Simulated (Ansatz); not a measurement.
PtW:
```cif
data_Pt4W4
_chemical_formula_sum 'W4 Pt4'
_space_group_name_H-M_alt 'Cmcm'
_space_group_IT_number 63
_space_group_name_Hall '-C 2c 2'
_cell_length_a 2.71462
_cell_length_b 10.62232
_cell_length_c 4.35833
_cell_angle_alpha 90.000
_cell_angle_beta 90.000
_cell_angle_gamma 90.000
loop_
_atom_site_label
_atom_site_type_symbol
_atom_site_symmetry_multiplicity
_atom_site_Wyckoff_symbol
_atom_site_fract_x
_atom_site_fract_y
_atom_site_fract_z
_atom_site_occupancy
W1 W 4 c 0.00000 0.32953 0.25000 1
Pt1 Pt 4 c 0.00000 0.07231 0.25000 1
```
(The calculation used a cell of 4 atoms; values per cell refer to that cell.)

Relaxed with PBE.

**Question.** Which orbitals make up the states near the Fermi level in DFT-PBE in the program Ansatz with PAW potentials?

**Answer.** Within 0.5 eV of the Fermi level: W 5d 61 %, Pt 5d 27 %, outside the projected shells 6 %. Projections are on Löwdin-orthogonalised atomic valence shells; empty p or d shells of many metals are not among them.

**Question.** Tabulate the density of states.

**Answer.** States/eV per cell of 4 atoms, in 0.25 eV bins, energy from the Fermi level.

| E (eV) | total | Pt 5d | W 5d | W 6s |
|---|---|---|---|---|
| -7.85 | 0.55 | 0.04 | 0.04 | 0.17 |
| -7.60 | 0.70 | 0.08 | 0.06 | 0.21 |
| -7.35 | 0.92 | 0.15 | 0.10 | 0.24 |
| -7.10 | 1.48 | 0.41 | 0.22 | 0.27 |
| -6.85 | 2.93 | 1.32 | 0.58 | 0.39 |
| -6.60 | 4.48 | 2.42 | 0.98 | 0.44 |
| -6.35 | 4.04 | 2.44 | 0.77 | 0.44 |
| -6.10 | 4.60 | 3.06 | 0.88 | 0.36 |
| -5.85 | 5.66 | 3.97 | 1.08 | 0.30 |
| -5.60 | 5.16 | 3.82 | 0.90 | 0.21 |
| -5.35 | 4.58 | 3.49 | 0.74 | 0.19 |
| -5.10 | 4.34 | 3.27 | 0.76 | 0.15 |
| -4.85 | 6.41 | 4.46 | 1.45 | 0.20 |
| -4.60 | 3.37 | 2.32 | 0.77 | 0.13 |
| -4.35 | 4.66 | 3.27 | 1.02 | 0.14 |
| -4.10 | 5.63 | 3.80 | 1.41 | 0.15 |
| -3.85 | 3.33 | 2.14 | 0.90 | 0.12 |
| -3.60 | 4.77 | 3.16 | 1.26 | 0.14 |
| -3.35 | 4.20 | 2.95 | 0.99 | 0.07 |
| -3.10 | 4.91 | 3.53 | 1.08 | 0.08 |
| -2.85 | 5.71 | 3.78 | 1.45 | 0.12 |
| -2.60 | 4.70 | 2.83 | 1.40 | 0.11 |
| -2.35 | 3.61 | 1.95 | 1.27 | 0.14 |
| -2.10 | 4.26 | 2.17 | 1.64 | 0.19 |
| -1.85 | 4.43 | 1.75 | 2.15 | 0.23 |
| -1.60 | 4.54 | 1.65 | 2.37 | 0.21 |
| -1.35 | 3.64 | 1.03 | 2.14 | 0.17 |
| -1.10 | 3.71 | 0.97 | 2.26 | 0.15 |
| -0.85 | 4.34 | 1.11 | 2.68 | 0.15 |
| -0.60 | 4.45 | 1.16 | 2.71 | 0.15 |
| -0.35 | 3.32 | 0.86 | 2.06 | 0.09 |
| -0.10 | 2.44 | 0.66 | 1.50 | 0.07 |
| 0.15 | 2.05 | 0.58 | 1.26 | 0.05 |
| 0.40 | 1.89 | 0.57 | 1.15 | 0.05 |
| 0.65 | 2.16 | 0.67 | 1.31 | 0.05 |
| 0.90 | 2.44 | 0.66 | 1.57 | 0.05 |
| 1.15 | 2.41 | 0.61 | 1.58 | 0.07 |
| 1.40 | 2.61 | 0.61 | 1.76 | 0.06 |
| 1.65 | 4.03 | 0.85 | 2.84 | 0.08 |
| 1.90 | 4.57 | 0.78 | 3.43 | 0.10 |
| 2.15 | 4.15 | 0.64 | 3.16 | 0.11 |
| 2.40 | 4.24 | 0.64 | 3.19 | 0.15 |
| 2.65 | 5.49 | 0.80 | 4.10 | 0.25 |
| 2.90 | 3.53 | 0.44 | 2.65 | 0.19 |
| 3.15 | 2.37 | 0.24 | 1.72 | 0.17 |

The start of the workflow was typed in or built on a structure type; neither database checked (COD, Materials Project) lists it. Whether it is the stable phase at ambient conditions was not checked. The PBE relaxation kept the symmetry of its start; its stability against distortions is not shown here. The run is not spin-polarised. Scalar-relativistic: spin–orbit coupling is off unless named, which matters more the heavier the elements.

Potentials: the later of the program's two PAW sets.
